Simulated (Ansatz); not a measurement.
The start is a relaxed ZnS cell with every coordinate shifted by Gaussian noise of σ = 0.2 Å. Cell shape, volume and atoms are optimised at zero target pressure with PBEsol (plane waves to 420 eV, PAW, scalar-relativistic; Ansatz, a quantum-chemistry and plane-wave program). The first steps use a coarse 8×8×8 k-mesh.

Input geometry:
```
ZnS
1.0
    0.00000     2.67833     2.67833
    2.67833     0.00000     2.67833
    2.67833     2.67833     0.00000
S Zn
1 1
Cartesian
  4.31999   3.58293   4.52877
 -0.30058   0.14032  -0.05716
```

Problem. How large is the pressure on the unrelaxed cell, and of which sign?

Solution. +4.3 GPa (positive: the cell is compressed).

Problem. How much energy is released per atom?

Solution. 0.28 eV/atom.

Problem. How do the shortest distances between atoms change?

Solution. The closest pairs of elements (up to four, under 3.6 Å), start → end: S–Zn 2.18 → 2.32 Å.

Problem. What band gap does the relaxed structure have at this level?

Solution. 2.09 eV, direct at Γ (no spin-orbit coupling).

Final values are on a 11×11×11 k-mesh of the relaxed cell. No spin polarisation in the result.
